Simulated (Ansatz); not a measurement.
RbIn6Au4:
```xyz
11
Lattice="8.1481 0.0000 0.0000 -4.0740 7.0565 0.0000 0.0000 0.0000 4.5179" Properties=species:S:1:pos:R:3 pbc="T T T"
Au     0.0000     4.7043     0.0000
Au     5.6393     1.4485     2.2589
Au     2.5088     1.4485     2.2589
Au     4.0740     4.1595     2.2589
In    -1.6619     5.6638     2.2589
In     1.6619     5.6638     2.2589
In     0.0000     2.7853     2.2589
In     2.4645     3.2814     0.0000
In     5.6836     3.2814     0.0000
In     4.0740     0.4936     0.0000
Rb     0.0000     0.0000     0.0000
```

Relaxed with r²SCAN. Special points in fractions of this cell's reciprocal vectors: Γ (0.000, 0.000, 0.000); M (0.500, 0.000, 0.000); K (0.333, 0.333, 0.000); A (0.000, 0.000, 0.500); L (0.500, 0.000, 0.500); H (0.333, 0.333, 0.500).

**Question.** List the band energies nearest the Fermi level at these points for the program Ansatz at the r²SCAN level (PAW).

**Answer.** In eV from the Fermi level; about four levels below and three above (degenerate sets whole), none deeper than 8.9 eV; points with the same levels are listed once.

| k | below | above |
|---|---|---|
| Γ | -3.48 -3.48 -2.85 -1.33 | 0.76 0.83 0.83 |
| M | -2.08 -2.04 -0.51 -0.51 | 0.17 0.50 1.41 |
| K | -1.11 -0.38 -0.29 -0.15 | 0.04 0.09 1.54 |
| A | -2.83 -2.83 -1.95 -1.95 -1.32 | 2.64 2.81 3.40 3.40 |
| L | -1.16 -0.85 -0.74 -0.56 | 0.36 1.18 1.43 |
| H | -2.19 -2.00 -1.87 -1.51 | 0.12 0.23 1.10 |

Space group P-6m2. The workflow started from an entry of the Crystallography Open Database (COD, 293 K). Its standing as an ambient phase is unchecked. Symmetry was held in the r²SCAN relaxation; its stability against distortions is not shown here. Spin–orbit coupling is left out wherever it is not named.

Potentials: the later of the program's two PAW sets.
